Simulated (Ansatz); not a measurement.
ZnS₇: phonons across the zone

The calculation used DFT PBE, scalar-relativistic, plane waves, PAW (Ansatz 0.2.0). Cutoff 420 eV, 6×6×4 k-points (Γ-centred), fixed occupations. No spin polarisation. Phonons by linear response, acoustic sum rule imposed.

The cell, relaxed at this level:
```
CELL_PARAMETERS angstrom
4.48532 0.00000 0.03100
0.00000 5.45907 0.00000
-1.29497 0.00000 11.44932
ATOMIC_POSITIONS crystal
Zn 0.00000 0.77171 0.00000
S 0.88285 0.54599 0.26509
S 0.19755 0.71292 0.38083
S 0.70253 0.79619 0.13881
S 0.11715 0.54599 0.73491
S 0.80245 0.71292 0.61917
S 0.29747 0.79619 0.86119
S 0.00000 0.93009 0.50000
```

The structure comes from a proposed guess, relaxed at this level; another structure or a mixture of phases may lie lower. The q mesh is coarse, so values between its points are rough. No dispersion correction is applied, so modes and constants that involve weak contacts between layers, chains or molecules come out too soft.

Force constants from linear response on a 2×1×1 q mesh.

(1) Is the structure dynamically stable on this mesh?

(2) Give the frequencies (cm⁻¹; i marks imaginary ones) at the irreducible q points, in fractions of the reciprocal vectors, the Γ row without the LO field.

Answers

(1) No: at q = (-0.500, 0.000, 0.000) a mode is imaginary, 51i cm⁻¹.

(2)
| q | star | frequencies |
| --- | --- | --- |
| 0.000 0.000 0.000 | 1 | 34i 0 0 0 25 31 36 66 96 100 106 135 186 217 255 266 303 359 410 412 430 434 450 454 |
| -0.500 0.000 0.000 | 1 | 51i 29i 7 19 41 51 53 60 88 104 107 133 189 206 260 266 311 361 407 413 430 440 448 454 |
